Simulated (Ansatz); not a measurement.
C:
```
C
1.0
    2.60049     0.00000     0.00000
   -1.30025     2.25209     0.00000
    0.00000     0.00000     2.79963
C
3
Direct
  0.50000   0.00000   0.00000
  0.00000   0.50000   0.66667
  0.50000   0.50000   0.33333
```

Relaxed with r²SCAN.

Task: Map the electron localisation function on the plane through (0.000, 0.500, 0.667) spanned by u = [1, 0, 0] and v = [0, 0, 1] in lattice vectors, from r²SCAN (plane waves, PAW; program Ansatz).

Result: x is the fraction of u, y of v (the angle between them is 90°; rows are the nearest grid lines); atoms in the plane: C at (0.00, 0.00), C at (0.50, 0.67).
```
|  -*##+=-=+##*-  |
| .+%@@%***%@@%+. |
|-+%@@@%#*#%@@@%+-|
|*#%@@@%*=*%@@@%#*|
|*#%@@%*:.:*%@@%#*|
|=+*%%#-   -#%%*+=|
|::=+*+:   :+*+=::|
| .:-++=:::=++-:. |
|  .:=+*+++*+=:.  |
|  ..-=*****=-..  |
|:...:-=+++=-:...:|
|==-::.:::::.::-==|
|**+=:.......:=+**|
|***+=:.   .:=+***|
|--+++-.   .-+++--|
| .-+*+-...-+*+-. |
|  -*##+=-=+##*-  |
```
Scale: ten equal steps from 0.007 (start of ' ') to 0.933 (end of '@'), in the order ' .:-=+*#%@'; x runs from 0.000 to 1.00, y from 0.000 (bottom) to 1.00 (top).

The density is the valence pseudo-density with augmentation charge, so density and ELF within about 1 Å of a nucleus are not all-electron values.

Space group P6_222. The start of the workflow was typed in or built on a structure type; neither database checked (COD, Materials Project) lists it. It is not the phase usual at ambient conditions (space group No. 194, 227). The cell was relaxed with r²SCAN under the symmetry of its start; whether a distortion lowers the energy is not shown.

Potentials: the earlier of the program's two PAW sets.
